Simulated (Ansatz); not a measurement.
Values for one crystal, relaxed and computed with PBE in the plane-wave PAW code Ansatz; other levels are named.

* **Volume per atom**: 13.90 Å³
* **Band gap**: 1.20 eV (indirect)
* **Pressure derivative B′**: 4.1
* **Valence-band maximum**: at Γ
* **Bulk modulus (Birch–Murnaghan fit)**: 131 GPa
* **Gap with spin–orbit coupling**: 1.14 eV
* **Hole effective mass, band 2 of 3 at the edge**: 0.24 along [100], 0.24 along [110], 0.57 along [111] (mₑ)

Task: Pick the material that matches.
(A) BAs, zinc blende
(B) GaN, zinc blende
(C) BN, zinc blende
(D) BP, zinc blende

Result: A, BAs, zinc blende

Space group F-43m (zinc blende). The PBE relaxation kept the symmetry of its start. Spin–orbit coupling is left out wherever it is not named.

Potentials: the earlier of the program's two PAW sets.
